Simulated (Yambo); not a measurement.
Yambo run on K₂RhAgF₆ (space group Fm-3m, No. 225). The wavefunctions are PBEsol (pw.x of Quantum ESPRESSO, ONCV potentials, without SOC) ones on a 2×2×2 mesh (48 occupied bands); a = b = c = 6.191 Å, α = β = γ = 60.00°.

Yambo input:

```
rim_cut
gw0
dyson
el_el_corr
HF_and_locXC
ppa
em1d
RandQpts= 1000000
RandGvec= 1 Ry
EXXRLvcs= 88 Ry
VXCRLvcs= 352 Ry
Chimod= "HARTREE"
% BndsRnXp
 9 | 328 |
%
NGsBlkXp= 8 Ry
% LongDrXp
 1.0 | 1.0 | 1.0 |
%
PPAPntXp= 15 eV
% GbndRnge
 1 | 328 |
%
GTermKind= "BG"
DysSolver= "n"
ExtendOut
% QPkrange
 3 | 3 | 48 | 49 |
%
```

k points by index: 3 = X.

Table of the .qp output:

```
#    K-point    Band    Eo [eV]    E [eV]    E-Eo [eV]    Vxc [eV]    Vnlxc [eV]    Sc|Eo [eV]    Sc|E [eV]    dSc/dw|Eo [eV]    Re(Z)    Im(Z)
#
    3    48    0.000000    -0.798912    -0.798912    -23.08663    -29.48108    5.307831    5.595529    -9.795092    0.735306    -0.002513
    3    49    1.136393    2.543027    1.406633    -20.28119    -14.63065    -3.814103    -4.243908    -8.313380    0.765978    -0.002030
```
(The two width columns are left out.) Convergence of these settings isn't established.

Geometry of the Materials Project entry, not relaxed at this level.

The structure is a Materials Project entry; no match was found in the copy of COD used, and its stability was not checked.
